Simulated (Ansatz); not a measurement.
# What DFT gives for Ag

```
Ag
1.0
     1.95171    3.38046    0.00000
    -1.95171    3.38046    0.00000
     0.00000   -2.25364    3.38956
Ag
2
Direct
  0.23400 0.23400 0.70200
  0.76600 0.76600 0.29800
```

Single point in Ansatz 0.2.0 with r2SCAN, no spin polarisation. Cutoff 500 eV, PAW datasets, 8×8×8 Γ-centred k mesh, gaussian filling (width 0.0318 eV).

(1) Is the cell too large or too small?

(2) Is there a gap?

(3) Which atom feels the largest force, and which way?

(4) Describe some of the short contacts.

Origin: a known structure type with other elements, at an estimated volume, so it need not be a known compound.

Answers

(1) The pressure is -3.4 GPa (compression positive), so with the atoms held at these fractions the cell would first shrink; the forces are large, so a full relaxation may end otherwise. The principal stresses -4.9, -2.6, -2.6 GPa differ, so its shape would change too.

(2) It is a metal, with about 0.55 states/eV a cell as the mean within 0.25 eV of the Fermi level.

(3) The largest is on Ag1 (and as large on other atoms): 1.19 eV/Å, components (0.00, 0.00, 1.19). It makes 121° with the line to a nearest neighbour, Ag2 at 2.64 Å.

(4) Ag–Ag at 2.64 Å: least valence density 0.32 e/Å³ and ELF 0.16 there. Both are smooth PAW fields, read partly inside the augmentation spheres.
